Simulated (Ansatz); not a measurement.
A crystal relaxed with r2SCAN in the plane-wave code Ansatz has space group I-42m (No. 121) and a = 6.341 Å, c = 12.599 Å.

| atom | site | x | y | z |
| --- | --- | --- | --- | --- |
| Be | 2a | 0.0000 | 0.0000 | 0.0000 |
| Xx | 8i | 0.2238 | 0.2238 | 0.1139 |
| Hg | 4d | 0.0000 | 0.5000 | 0.2500 |
| Hg | 2b | 0.5000 | 0.5000 | 0.0000 |

r2SCAN gives a direct gap of 0.40 eV at Γ. With HSE06 the gap is 0.79 eV and direct, at Γ. The PBE gap is direct at Γ: 0.07 eV. (This is within a few times the smearing of 0.02 eV, so the filling near the edges can be smeared.) Meshes: r2SCAN 6×6×6, HSE06 4×4×4, PBE 6×6×6.

Question: Which element is Xx?
A. S
B. Se
C. O
D. Te

Answer: D. Xx is Te: BeHg3Te4, ordered on the zincblende lattice (I-42m) with 8 atoms a cell. Be is surrounded by 4 Te at 2.47 Å; Te is surrounded by 1 Be at 2.47 Å and 3 Hg at 2.83–2.86 Å; Hg is surrounded by 4 Te at 2.83 Å; Hg is surrounded by 4 Te at 2.86 Å.

Simulation only: spin-unpolarised, and no claim that this is the phase found in nature.

Spin-orbit coupling is left out; in compounds of Pb, Bi, Tl or Hg it can lower a gap by up to about 1 eV, split its edges or invert the bands.

Gaps or overlaps of about a tenth of an eV are at the limit of these meshes: between the points read a gap can be smaller or closed.
